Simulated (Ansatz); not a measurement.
**HfC: a sublattice moved along a line**

Computed with DFT PBEsol, scalar-relativistic, plane waves, PAW in Ansatz 0.2.0. Settings: plane waves to 420 eV, k-mesh 18×18×18 (Γ-centred), Gaussian smearing 0.15 eV. Spin–orbit coupling is left out, which can shift energies with elements as heavy as these. No spin polarisation. Energies are free energies at this smearing, counted from the undisturbed cell; pressure is positive in compression.

The starting cell (as given, not relaxed at this level; it stands at -6.5 GPa):

```
CELL_PARAMETERS angstrom
0.00000 2.32500 2.32500
2.32500 0.00000 2.32500
2.32500 2.32500 0.00000
ATOMIC_POSITIONS crystal
Hf 0.50000 0.50000 0.50000
C 0.00000 0.00000 0.00000
```

Every C atom is moved by x along the Cartesian unit vector (0.000, 0.000, 1.000); the cell and all other atoms stay fixed. The cell is metallic on the mesh throughout.

```csv
x (Å),ΔE (meV/cell),force along x on the moved atoms (eV/Å),pressure (GPa)
-0.3000,393.8,3.17,2.3
-0.1500,84.3,1.15,-4.5
0.0000,0.0,0.00,-6.5
0.2250,?,?,-1.8
```

Give the withheld values.

ΔE (meV/cell) at x (Å) = 0.2250: 201.1; force along x on the moved atoms (eV/Å) at x (Å) = 0.2250: -2.01.